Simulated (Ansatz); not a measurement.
# Is this structure of LuP4 stable?

Atoms and cell were relaxed at zero pressure (15.3 % in volume from the start). The relaxed cell:

```xyz
10
Lattice="5.2631 0.0000 0.0000 0.0000 5.2631 0.0000 0.0000 0.0000 7.4443" Properties=species:S:1:pos:R:3 pbc="T T T"
Lu    0.0000    0.0000    1.8387
Lu    0.0000    0.0000    5.5609
P     1.5391    1.5391   -0.0223
P     3.7241    1.5391   -0.0223
P     3.7241    3.7241   -0.0223
P     1.5391    3.7241   -0.0223
P     3.7241    1.5391    3.6998
P     1.5391    1.5391    3.6998
P     1.5391    3.7241    3.6998
P     3.7241    3.7241    3.6998
```

Space group P4/mmm (No. 123); conventional cell a = 5.263 Å, b = 5.263 Å, c = 3.722 Å, α = 90.00°, β = 90.00°, γ = 90.00°.

All energies were calculated with Ansatz 0.2.0 (r2SCAN; 500 eV; 6×6×6 Γ-centred mesh; fermi-dirac occupations of width 0.100 eV). Spin: none; no U, no spin-orbit coupling.

Q: Where does it lie against the elements?

A: -0.452 eV an atom at 0 K against the elements' lowest computed crystals and the free molecules of gases, with no empirical correction.

Q: Does it lie on the convex hull?

A: Among the phases that we computed and relaxed alike, the lowest mixture with other formulas is 60 % P + 40 % LuP (shares of atoms). The cell lies 271 meV an atom above it, so it would gain by splitting into them.

The start was: a known structure type with other elements put in, at an estimated volume. An invented cell need not be a known compound.

Caveats: differences under 20 meV an atom lie within the error of meshes and cutoff; the relaxation keeps the start's symmetry, so a distorted cell may lie lower.
